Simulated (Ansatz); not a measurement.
Relaxation of a generated cell, Si2Mo placed in the CrSi2 structure type; 9 atoms in the cell, which starts as P6₂22 (No. 180), hP9; a = 4.6338 Å, b = 4.6338 Å, c = 6.6646 Å, α = 90.00°, β = 90.00°, γ = 120.00°. These are r2SCAN (plane waves to 500 eV, PAW, scalar-relativistic; Ansatz, a first-principles code) values and carry that method's errors. Γ-centred k-mesh 6×6×4 on the run's cell (coarser than for final values), Fermi–Dirac smearing 0.05 eV. This is the first round of the run. 

The optimiser's lines from the output (shortened; P is positive under compression):

```
relax step   1: F+E_penalty+E_count = -18741.11608557 eV  Δ(F+E_penalty+E_count) = +0.000e0 eV  max|allowed force component| = 1.868e-1 eV/Å  Δτ_max = 0.0000 Å  P = -7.052 GPa  Ω = 123.931 Å³  (8 SCF iters, dr2 threshold 1.00e-7 eV, accepted)
relax step   2: F+E_penalty+E_count = -18741.20645938 eV  Δ(F+E_penalty+E_count) = -9.037e-2 eV  max|allowed force component| = 5.595e-2 eV/Å  Δτ_max = 0.0108 Å  P = +3.017 GPa  Ω = 118.163 Å³  (6 SCF iters, dr2 threshold 9.00e-7 eV, accepted)
relax step   3: F+E_penalty+E_count = -18741.22114988 eV  Δ(F+E_penalty+E_count) = -1.469e-2 eV  max|allowed force component| = 1.624e-2 eV/Å  Δτ_max = 0.0021 Å  P = -0.144 GPa  Ω = 119.811 Å³  (6 SCF iters, dr2 threshold 9.00e-7 eV, accepted)
relax step   4: F+E_penalty+E_count = -18741.22125637 eV  Δ(F+E_penalty+E_count) = -1.065e-4 eV  max|allowed force component| = 1.867e-3 eV/Å  Δτ_max = 0.0009 Å  P = -0.005 GPa  Ω = 119.736 Å³  (3 SCF iters, dr2 threshold 1.00e-7 eV, accepted)
relax step   5: F+E_penalty+E_count = -18741.22034502 eV  Δ(F+E_penalty+E_count) = +9.113e-4 eV  max|allowed force component| = 1.899e-3 eV/Å  Δτ_max = 0.0000 Å  P = -0.003 GPa  Ω = 119.736 Å³  stress off target by 1.33e-2 GPa  SCF on the basis re-selected at this cell (its energy is not comparable with the rows above)  (6 SCF iters)
```

From the first to the last row the energy changes by -0.01 eV/atom and the volume by -3.4 %. The last row is marked as not comparable with the walk above it, whose basis was carried along; it does compare with step 1, since both stand on a basis selected at the nominal cutoff for their own cell.

Later rounds, restarted from the end of this one on a renewed k-mesh, logged 2 more steps and released under 0.01 eV/atom more. The final structure after all rounds: P6₂22 (No. 180), hP9, AFLOW prototype AB2_hP9_180_d_j (C40, as in CrSi2); a = 4.5846 Å, b = 4.5846 Å, c = 6.5778 Å, α = 90.00°, β = 90.00°, γ = 120.00°. Between re-selections the logged energies stand on a plane-wave basis carried along with the cell. No spin polarisation in the result.

The run could not lose the symmetry of its start; a randomly shaken copy of 9 atoms returns to this structure.

The first start was generated by placing the elements on the sites of a structure type. Materials Project lists a structure of Si2Mo in the same space group, P6₂22 (No. 180); the sites were not compared with it, nor with measured phases. Known forms of Si2Mo include space group No. 139.
